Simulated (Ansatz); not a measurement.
HfO2 in space group P4_2/nmc (No. 137; Hf on 2a, O on 4d), PBE in the plane-wave PAW code Ansatz, all energies at zero smearing, with the estimated change up to a 700 eV cutoff added, with one set of potentials and settings (totals compare only within such a set). Cell of 6 atoms (2 Hf, 4 O): -33723.070 eV.

| element | reference phase | E (eV/atom) |
|---|---|---|
| Hf | P6_3/mmc, 2 atoms in the cell | -15721.3637 |
| O | C2/m, 4 atoms in the cell, spin-polarised | -565.0000 |

Formation energy per atom, worked out: (-33723.070 − 2×(-15721.3637) − 4×(-565.0000))/6 = -3.391 eV/atom (-327 kJ per mol of atoms), at 0 K, without zero-point energy or fitted corrections.

This is a known high-temperature phase of the composition, computed here at zero pressure and temperature. The cell was relaxed with PBE under the symmetry of its start; phonons on a q-mesh show weakly imaginary modes. The run is not spin-polarised. The references are the lowest solids computed at this level, not always the standard phases (solids in place of the gases). Spin–orbit coupling is left out wherever it is not named.

Potentials: the later of the program's two PAW sets.
